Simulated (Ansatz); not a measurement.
Consider the following.

TiZn2O4:
```yaml
crystal:
  lattice:
    - [-2.94107, 2.97994, 4.30694]
    - [2.94107, -2.97994, 4.30694]
    - [2.94107, 2.97994, -4.30694]
  atoms:
    - { symbol: Ti, position: [0.50000, 0.50000, 0.00000] }
    - { symbol: Ti, position: [0.00000, 0.50000, 0.50000] }
    - { symbol: Zn, position: [0.88891, 0.13891, 0.75000] }
    - { symbol: Zn, position: [0.11109, 0.86109, 0.25000] }
    - { symbol: Zn, position: [0.50000, 0.50000, 0.50000] }
    - { symbol: Zn, position: [0.50000, 0.00000, 0.00000] }
    - { symbol: O, position: [0.28772, 0.27453, 0.01319] }
    - { symbol: O, position: [0.71228, 0.72547, 0.98681] }
    - { symbol: O, position: [0.76135, 0.27453, 0.48681] }
    - { symbol: O, position: [0.23865, 0.72547, 0.51319] }
    - { symbol: O, position: [0.75301, 0.27840, 0.02539] }
    - { symbol: O, position: [0.24699, 0.72160, 0.97461] }
    - { symbol: O, position: [0.75301, 0.72762, 0.47461] }
    - { symbol: O, position: [0.24699, 0.27238, 0.52539] }
```

This is the r²SCAN-relaxed structure.

### Question
All from the program Ansatz at the r²SCAN level (PAW), unless another level is named. Predict the HSE06 gap on the r²SCAN cell.

### Answer
3.16 eV.

### Question
Next, the hole effective mass?

### Answer
0.82, 1.4, 3.8 mₑ (principal values).

### Question
Predict the formation energy from the elements (no fitted shifts).

### Answer
-2.32 eV/atom.

Space group Imma. The first step of the workflow began from a Materials Project structure, measured or hypothetical; the Crystallography Open Database copy checked does not list it. COD files the formula under space group No. 95. With Ti and Zn taken as one species the cell has the higher symmetry Fd-3m, so it may be an ordered model of a mixed-site phase. Whether it is the stable phase at ambient conditions was not checked. The cell was relaxed with r²SCAN under the symmetry of its start; its stability against distortions is not shown here. The run is not spin-polarised. The references are the lowest solids computed at this level, not always the standard phases (solids in place of the gases).

Potentials: the later of the program's two PAW sets.
